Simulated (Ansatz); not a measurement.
Si₂BSb:
```
CELL_PARAMETERS angstrom
      1.83595     1.05999     6.40106
     -1.83595     1.05999     6.40106
      0.00000    -2.11997     6.40106
ATOMIC_POSITIONS crystal
  B  0.98941 0.98941 0.98941
  Sb 0.10998 0.10998 0.10998
  Si 0.51379 0.51379 0.51379
  Si 0.63685 0.63685 0.63685
```

Relaxed with PBEsol. Special points in fractions of this cell's reciprocal vectors: Γ (0.000, 0.000, 0.000); T (0.500, 0.500, 0.500); H2 (0.815, 0.185, 0.500); H0 (0.500, -0.185, 0.185); L (0.500, 0.000, 0.000); S0 (0.342, -0.342, 0.000); S2 (0.658, 0.000, 0.342); F (0.500, 0.000, 0.500).

List the band energies nearest the Fermi level at these points for PBEsol (plane waves, PAW; program Ansatz).

In eV from the Fermi level; about four levels below and three above (degenerate sets whole), none deeper than 8.9 eV; points with the same levels are listed once.

```json
[
 {"k": "Γ", "below": "-8.14 -1.05 -1.05 -0.26", "above": "0.49 0.49 1.35"},
 {"k": "T", "below": "-0.82 -0.82 -0.09 -0.09", "above": "2.41 2.92 3.52 3.52"},
 {"k": "H2", "below": "-5.02 -4.21 -2.82 -2.73", "above": "0.78 1.33 3.81"},
 {"k": "L", "below": "-4.29 -4.11 -2.45 -2.01", "above": "1.55 2.03 2.81"},
 {"k": "S0", "below": "-5.16 -4.13 -3.12 -2.59", "above": "0.60 2.44 2.68"},
 {"k": "F", "below": "-2.95 -1.50 -1.13 -0.28", "above": "0.49 1.48 3.28"}
]
```

Space group R3m. The start of the workflow was typed in or built on a structure type; neither database checked (COD, Materials Project) lists it. Whether it is the stable phase at ambient conditions was not checked. The PBEsol relaxation kept the symmetry of its start; its stability against distortions is not shown here. The volume moved by 18 % from the start of the relaxation. Its formation energy is positive at this level, so the cell may be metastable or incomplete. Spin–orbit coupling is left out wherever it is not named.

Potentials: the earlier of the program's two PAW sets. The files were generated under PBE; for other functionals the program regenerates the frozen cores, and for LDA and PBEsol the local potential too.
